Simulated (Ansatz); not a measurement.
Mo2N (anti-anatase, space group No. 141) at seven volumes, DFT-r²SCAN in the program Ansatz with PAW potentials, shape and atoms relaxed at each. One row is withheld.

```json
[
 {"V (Å³/atom)": "10.880", "P (GPa)": "36.59"},
 {"V (Å³/atom)": "11.239", "P (GPa)": "22.35"},
 {"V (Å³/atom)": "11.598", "P (GPa)": "10.27"},
 {"V (Å³/atom)": "11.957", "P (GPa)": "0.00"},
 {"V (Å³/atom)": "12.315", "P (GPa)": "?"},
 {"V (Å³/atom)": "12.674", "P (GPa)": "-16.07"},
 {"V (Å³/atom)": "13.033", "P (GPa)": "-22.13"}
]
```

**Question.** Fit the shown pressures and predict the withheld one.

**Answer.** P = (3/2)B₀(x^(7/2) − x^(5/2))[1 + (3/4)(B′ − 4)(x − 1)] with x = (V₀/V)^(2/3). Least squares on the six rows gives V₀ = 11.957 Å³/atom, B₀ = 313 GPa, B′ = 4.52. At V = 12.315, x = 0.9805 and P = -8.64 GPa. The run itself gave -8.70 GPa.

Space group I4_1/amd (anti-anatase). The workflow started from a Materials Project entry (that database holds measured and hypothetical structures alike); the Crystallography Open Database files this formula in space group No. 141, but the cells were not matched. Whether it is the stable phase at ambient conditions was not checked. Symmetry was held in the r²SCAN relaxation; its stability against distortions is not shown here. No spin polarisation was allowed.

Potentials: the earlier of the program's two PAW sets.
